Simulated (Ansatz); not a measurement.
Ansatz (a quantum-chemistry and plane-wave program) input:

Ansatz 0.2 input:
```yaml
crystal:
  lattice:
    - [3.2349017296, 0.0, 0.0]
    - [-1.6174508648, 2.8015070765, 0.0]
    - [0.0, 0.0, 5.2119031011]
  atoms:
    - { symbol: Zn, position: [0.6666666667, 0.3333333333, 0.0023786342] }
    - { symbol: Zn, position: [0.3333333333, 0.6666666667, 0.5023786342] }
    - { symbol: O, position: [0.6666666667, 0.3333333333, 0.6228213658] }
    - { symbol: O, position: [0.3333333333, 0.6666666667, 0.1228213658] }
kpoints:
  mp_grid: { grid: [10, 10, 6] }
hamiltonian:
  xc: r2scan
  pseudopotentials: { kind: paw }
scf:
  occupations: { method: fixed }
checkpoint: { read: static.run }
output: { bader: true, populations: true }
```

Output (shortened):

```
Pseudopotential: Zn, paw, valence charge 12
Pseudopotential: O, paw, valence charge 6
Functional definition: r2SCAN
Crystal: 4 atoms, lattice volume = 47.233 Å³
Basis set: ecut = 500 eV, 1165 PW (Γ), exchange–correlation on 96×96×160 points (64 copies of the dense FFT grid, shifted against one another)
Bands: 22, of which v1, the nominal top of the filled ones, is band 18 counted from 1 (17 counted from 0)
Symmetry: 12 space group operations
Space group: P63mc (ITA 186), of the structure as read, at distance tolerance 3.6e-5 Å
k-points: 56 of 600 (time reversal used)
Stability of the state it starts from, as read at its close in the unpolarized treatment …
iter 1 solved again at ethr=1.65e-7 eV; its pass at ethr=3.10e-3 eV (dr2=5.93e-5 eV) is discarded
SCF iter   1: F=—  HF=-7789.852900 eV  |F-HF|=—  |Δ(HF+E_count)|=         —  Δρ=6.50e-7  dr2=1.97e-10  dr2_τ=8.65e-12  ethr=1.65e-7  ⟨swp⟩=3.0  Hψ=8258  notcnv=0  defer=108
preconditioner: auto → Resta (q_TF=auto, 2.608 Å⁻¹)
SCF iter   2: F=-7789.852900 eV  HF=-7789.852900 eV  |F-HF|=1.02e-10  |Δ(HF+E_count)|=   8.61e-9  Δρ=5.55e-7  dr2=1.08e-10  dr2_τ=2.05e-11  ethr=1.00e-12  ⟨swp⟩=7.2  Hψ=5634  notcnv=0
SCF 1 converged in 2 iterations: F = -7789.852900 eV  dr2 = 1.08e-10
SCF converged after 2 iterations
Free energy (F): -7789.852900 eV
Harris-Foulkes:  -7789.852900 eV  (|F-HF|=1.02e-10)
Internal energy: -7789.852900 eV  (E = F + TS)
E sigma→0 (E₀):  -7789.852900 eV
Fermi energy:    6.970521 eV
--- Per-component energies (eV) ---
  E_band       = 49.694498
  E_kinetic    = 612.821005
  E_local      = -4005.775199  (includes V_loc(G=0)·N_el)
  E_nonlocal   = 1342.598966
  E_hartree    = 1653.122008
  E_xc         = -392.764842
  E_vxc        = -315.768154  (∫ρ·V_xc dr)
  E_paw        = -4029.067199  (= ΣΔE_a)
  E_vpaw       = -909.575014  (= ΣTr[D̂ρ^β])
  E_aug_tail   = 0.001862  (compensation charges beyond the density's cutoff)
  E_vtau       = 19.147143  (kinetic-family band-sum trace: ∫τ·v_τ [+ j·A + Jᵃ·Aᵃ] dr)
  E_ewald      = -2970.360381
  E_core_change = -0.429119  (= ΣΔE_core)
  E_smearing   =  0.000000  (= −TS)
  E_closure    =  0.000000  (closes the sum)
  Σ components = -7789.852900   (vs F -7789.852900, Δ=0.00e0)
  [band-id]    e_kinetic+e_local+e_nonlocal+2·e_hartree+e_vxc+e_vpaw+e_augmentation_tail+e_vtau = 49.694624   (vs E_band 49.694498, Δ=1.25e-4)
--- Band table (eV; the first three rows and the last of 56) ---
  k-point 0: bands = ["-12.1573", "-11.4581", "1.1148", "1.1148", "1.1695", "1.2382", "1.3220", "1.3220", "2.3822", "2.3822", "2.5901", "2.5901", "2.8647", "6.1550", "6.1550", "6.8747", "6.9705", "6.9705", "8.2081", "12.8599", "15.8009", "20.7418"]
  k-point 1: bands = ["-12.1127", "-11.5074", "1.1185", "1.1210", "1.1227", "1.1227", "1.3014", "1.3014", "2.4011", "2.4011", "2.5819", "2.5819", "3.1822", "6.2108", "6.2108", "6.3739", "6.9173", "6.9173", "8.8005", "12.5865", "16.0445", "20.7427"]
  k-point 2: bands = ["-11.9892", "-11.6398", "0.9634", "1.0130", "1.1485", "1.1485", "1.2507", "1.2507", "2.4493", "2.4493", "2.5546", "2.5546", "3.8890", "5.5642", "6.3627", "6.3627", "6.7708", "6.7708", "9.8324", "11.8771", "16.7265", "19.2802"]
  k-point 55: bands = ["-11.3321", "-11.3321", "1.0859", "1.0859", "1.3806", "1.3806", "1.8741", "1.8741", "2.4238", "2.4238", "2.8642", "2.8642", "3.2619", "3.2619", "4.3249", "4.3249", "5.6748", "5.6748", "14.9403", "14.9403", "16.1478", "16.1478"]
--- Löwdin populations: 4 sites ---
  site symbol       q [e]
     0     Zn     10.5404
     1     Zn     10.5404
     2      O      7.2923
     3      O      7.2923
  spilling = 0.009297 (of n_electrons = 36.000000)
--- Bader charges: 4 sites ---
  site symbol  charge [e]  shift [e]
     0     Zn      1.2843     0.0125
     1     Zn      1.2843     0.0125
     2      O     -1.2843     0.0125
     3      O     -1.2843     0.0125
  shift: an alarm, by how much a part of what the PAW files miss would move the charge. Where it is large, compare
  with a run on PAW files of another source; a small one proves nothing
  estimated error of the sums over rays = 3.1e-4 e
```

Cost: very roughly 40 core-seconds on shared cores.

Space group P6_3mc (wurtzite). The cell was relaxed with r²SCAN under the symmetry of its start; phonons on a q-mesh show no instability.

Potentials: the later of the program's two PAW sets.

Ansatz is a plane-wave DFT program.
